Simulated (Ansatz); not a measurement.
Calculated ²⁰¹Hg nuclear quadrupole resonance for CdHg4C6S6Br4N6

Cell: a structure deposited in the COD whose atoms were relaxed with PBE, the cell held.

Space group Fmm2 (No. 42); a = 18.4636, b = 22.3222, c = 6.3678 Å.

```
site  Wyckoff  site symmetry       x       y       z
  Cd       4a            mm2  0.5000  0.5000  0.0340
  Hg      16e              1  0.6528  0.6905  0.5029
  C6      16e              1  0.6270  0.5724  0.7298
 C10       8c            m..  0.5000  0.6183  0.3681
 S12      16e              1  0.6862  0.5853  0.5385
 S16       8c            m..  0.5000  0.6856  0.4764
  Br      16e              1  0.6575  0.8039  0.5247
 N22       8c            m..  0.5000  0.4297  0.2939
 N24      16e              1  0.5865  0.5622  0.8665
```

One atom of each set is listed; the run and its k-mesh use a cell of 27 atoms with edges of 11.61, 9.77, 14.48 Å.

All values are calculated (Ansatz; DFT, PBE, plane waves and PAW, scalar-relativistic, 420 eV cutoff, Γ-centred 5×5×5 k-points, Fermi–Dirac smearing 0.02 eV), not measured.

²⁰¹Hg: I = 3/2, Q = 387.0 mb (year-2017 value). Static lattice, zero field.

Problem. Predict the zero-field ²⁰¹Hg lines of each site.

Solution. For I = 3/2 there is one line, ν = (|C_Q|/2)(1 + η²/3)^½.

```json
{"site": "Hg", "atoms": "4", "V_zz (10²¹ V/m²)": "-35.4", "C_Q (MHz)": "-331", "η": "0.46", "line frequencies (MHz)": "171.3"}
```

At Hg V_zz points along its shortest bond, to S (within 8°).

Spin–orbit coupling is left out, which shifts gradients on Hg by a few per cent, and by more where contributions nearly cancel. The database positions were far from equilibrium, so the relaxed structure may not be the compound's real one.

The relaxation (10 steps) took 19 min of wall time (37 min of CPU time) and 2.7 GiB at its peak, on 2 threads of Intel Xeon Platinum 8259CL CPU @ 2.50GHz (Skylake/Cascade Lake) (x86_64; 48 cores open to the job, memory cap 5.0 GiB, no GPU), a shared host with a load of 0.6 a core.
